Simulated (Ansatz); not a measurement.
Field gradients at the nuclei in Si₂Mo at a changed volume

The cell is an entry of the Crystallography Open Database (COD), relaxed with PBE at fixed cell and then changed (volume scaled by 1.04, ions relaxed).

```
Si Mo
1.0
    -1.62106    1.62106    3.98222
     1.62106   -1.62106    3.98222
     1.62106    1.62106   -3.98222
Si Mo
2 1
Direct
  0.33551 0.33551 0.00000
  0.66449 0.66449 0.00000
  0.00000 0.00000 0.00000
```

Atom numbers follow the list; atoms alike are taken as one site, whose name carries the number of the first.

The numbers come from a DFT calculation in Ansatz (PBE, plane waves and PAW, scalar-relativistic, 420 eV cutoff, Γ-centred 20×20×20 k-points, Fermi–Dirac smearing 0.05 eV).

V_zz is the principal component of the electric field gradient with the largest magnitude, η = (V_xx − V_yy)/V_zz and C_Q = eQV_zz/h.

⁹⁷Mo: I = 5/2, Q = 255.0 mb. Q values from Pyykkö, Mol. Phys. 116, 1328 (2018).

Problem. Give the quadrupolar parameters of the distinct sites.

Solution. 

```csv
site,atoms (order as listed),first shell,V_zz (10²¹ V/m²),η,C_Q (MHz)
Si,"1, 2","5 Si at 2.62–2.67 Å, 5 Mo at 2.64–2.67 Å",-0.95,0.00,–
Mo,3,10 Si at 2.64–2.67 Å,-5.38,0.00,-33.2
```

An axis of threefold or higher order runs through Si and Mo, so V_zz lies along it and η is zero.

Si has no stable isotope with a ground-state quadrupole moment in the table, so no C_Q is given.

The run finds no gap above 0.1 eV (a metal, or nearly one), so the gradients can move by 10 % or more with the k-mesh. Without spin–orbit coupling (the program notes it for Mo) the gradients can shift somewhat, as the gap is small. At this changed cell the PBE pressure is -5 GPa.
